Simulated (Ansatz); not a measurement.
What DFT gives for YBrF6

```
CELL_PARAMETERS angstrom
5.01481 0.00000 0.00000
-0.56778 4.98256 0.00000
-0.56778 -0.63615 4.94179
ATOMIC_POSITIONS crystal
F 0.07780 0.80890 0.70420
F 0.70420 0.07780 0.80890
F 0.80890 0.70420 0.07780
F 0.92220 0.19110 0.29580
F 0.29580 0.92220 0.19110
F 0.19110 0.29580 0.92220
Y 0.50000 0.50000 0.50000
Br 0.00000 0.00000 0.00000
```

Method: PBE, no spin polarisation; PAW, plane waves to 420 eV, 6×6×6 Γ-centred mesh, fermi-dirac occupations (width 0.1 eV) (Ansatz 0.2.0), atoms fixed.

(1) Give the Bader charges.

(2) Is it stable against the elements?

(3) Metal or insulator?

(4) What does the stress say?

(5) Where is the largest force?

Origin: a known structure type with other elements, at an estimated volume, so it need not be a known compound. Caveats: many states at the Fermi level without spin polarisation, so a magnetic state may lie lower; atoms or cell far from equilibrium.

Results:

(1) Bader charges in e: Y +1.68, Br +2.41, F -0.68. In the mean Br gives up most and F takes most.

(2) -0.81 eV an atom against the elements' usual phases (free molecules for gases, crystals otherwise, with no correction for O₂ or N₂), so it is bound against them; other compounds may still compete. Relaxing would lower it.

(3) It is a metal, with about 6.9 states/eV a cell as the mean within 0.25 eV of the Fermi level, mostly Y d (57 %) and Br p (16 %).

(4) The pressure is 21.4 GPa (compression positive), so with the atoms held at these fractions the cell would first expand; the forces are large, so a full relaxation may end otherwise. The principal stresses 20.3, 20.3, 23.4 GPa differ, so its shape would change too.

(5) The largest is on F4 (and as large on other atoms): 5.54 eV/Å, components (-2.01, 2.60, 4.46). It makes 177° with the line to a nearest neighbour, Br8 at 1.78 Å, pointing away from it.
